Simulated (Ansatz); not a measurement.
Sb: computed property card

Sb:
```yaml
crystal:
  lattice:
    - [0.00000, 3.47293, 3.47293]
    - [3.47293, 0.00000, 3.47293]
    - [3.47293, 3.47293, 0.00000]
  atoms:
    - { symbol: Sb, position: [0.00000, 0.00000, 0.00000] }
    - { symbol: Sb, position: [0.25000, 0.25000, 0.25000] }
```

Space group Fd-3m (No. 227), diamond; conventional cell a = b = c = 6.946 Å, α = β = γ = 90.00°.

Method: r²SCAN in the plane-wave PAW code Ansatz. Geometry: relaxed at this level of theory. Other levels are named where they apply.

### Cell and energy

* **Volume per atom**: 41.89 Å³
* **Density**: 4.83 g/cm³

### Electronic structure

* **Electronic character**: metallic (no gap)
* **Density of states at the Fermi level**: 0.55 states/eV per atom (mean over ±0.08 eV)
* **Gap with spin–orbit coupling**: none (metallic)

### Mechanics

- Bulk modulus (Birch–Murnaghan fit) = 33.7 GPa
- Pressure derivative B′ = 3.9
- Elastic constants (relaxed ions, GPa) = C11 = 25.9, C12 = 37.2, C44 = -21.0
- Mechanical stability = unstable (C has a negative eigenvalue)

The start of the workflow was typed in or built on a structure type; neither database checked (COD, Materials Project) lists it. It is not the phase usual at ambient conditions (space group No. 166). The cell was relaxed with r²SCAN under the symmetry of its start. As this level gives no gap, shear constants depend on the k-mesh and smearing (Fermi–Dirac, 0.1 eV here). Spin–orbit coupling is left out wherever it is not named.

Potentials: the earlier of the program's two PAW sets.
